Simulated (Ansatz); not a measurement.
TiO$_{2}$ (anatase)

```xyz
6
Lattice="-1.8890 1.8890 4.7943 1.8890 -1.8890 4.7943 1.8890 1.8890 -4.7943" Properties=species:S:1:pos:R:3 pbc="T T T"
Ti     0.0000     0.0000     4.7943
Ti     1.8890     0.0000     2.3972
O      0.0000     0.0000     2.8074
O      1.8890     0.0000     0.4102
O      1.8890     0.0000     4.3841
O      0.0000     0.0000     6.7813
```

The volume is varied about the relaxed value V₀ at fixed cell shape. The atoms relax within the cell's symmetry.

Level of theory: r2SCAN (plane waves to 500 eV, PAW, scalar-relativistic; Ansatz, an electronic-structure program). k mesh 12×12×12 (Γ-centred), Fermi-Dirac smearing 0.05 eV. Energies are smeared free energies. Compression counts positive. The PAW data are Ansatz's earlier set. TiO2 is run without spin polarisation. TiO2 was relaxed with its symmetry unable to fall. ΔE is measured from the relaxed starting cell.

Q: Predict the ΔE (eV/atom) and P (GPa) at V/V₀ = 0.867, 0.920, 0.973, 1.027, 1.053, 1.080, 1.107, 1.160.

A: 
```tsv
V/V₀	ΔE (eV/atom)	P (GPa)
0.867	0.1696	40.6
0.920	0.0549	20.8
0.973	0.0055	6.0
1.027	0.0050	-5.1
1.053	0.0191	-9.6
1.080	0.0410	-13.4
1.107	0.0697	-16.7
1.160	0.1435	-21.9
```

(A scan under strain: stresses follow from slopes of the energy per volume, elastic moduli from its curvatures.)
